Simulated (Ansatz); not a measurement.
LiBr:
Space group Fm-3m (No. 225); a = b = c = 5.4110 Å, α = β = γ = 90.00°

```
atom  site  symmetry       x       y       z
----  ----  --------  ------  ------  ------
Li      4a      m-3m  0.0000  0.0000  0.0000
Br      4b      m-3m  0.5000  0.5000  0.5000
```
(The calculation used a cell of 2 atoms; values per cell refer to that cell.)

Relaxed with PBEsol. Independent-particle spectrum: no excitons, no local fields, no scissors shift; 0.1 eV broadening; ε₁ of the summed bands alone.

Tabulate the dielectric function from the program Ansatz at the PBEsol level (PAW).



```csv
E (eV),ε₁ xx,ε₂ xx
0.0,3.89,0.00
0.4,3.89,0.00
0.8,3.92,0.00
1.2,3.95,0.00
1.6,4.00,0.00
2.0,4.08,0.00
2.4,4.17,0.00
2.8,4.29,0.00
3.2,4.44,0.00
3.6,4.64,0.00
4.0,4.91,0.00
4.4,5.27,0.00
4.8,5.84,0.00
5.2,6.70,0.44
5.6,7.76,0.83
6.0,9.19,4.03
6.4,6.47,5.17
6.8,6.07,4.99
7.2,6.64,5.81
7.6,4.82,10.70
8.0,0.35,5.49
8.4,5.22,8.04
8.8,0.57,8.27
9.2,-0.33,6.78
9.6,-2.27,6.59
10.0,-1.74,4.40
10.4,-1.60,4.69
10.8,-2.33,3.77
11.2,-2.35,2.91
11.6,-2.10,2.15
12.0,-1.65,1.77
```

From ε at 6.9 eV (xx: 6.14 + 5.05i), find n, k, the normal reflectivity and the absorption coefficient.

n = 2.65, k = 0.951, R = 25 %, α = 2kE/ħc = 670000 cm⁻¹.

With all bands, ε∞ without local fields is 3.92. DFPT, with local fields, gives 3.56.

The PBEsol relaxation kept the symmetry of its start. Scalar-relativistic: spin–orbit coupling is off unless named, which matters more the heavier the elements.

Potentials: the later of the program's two PAW sets.
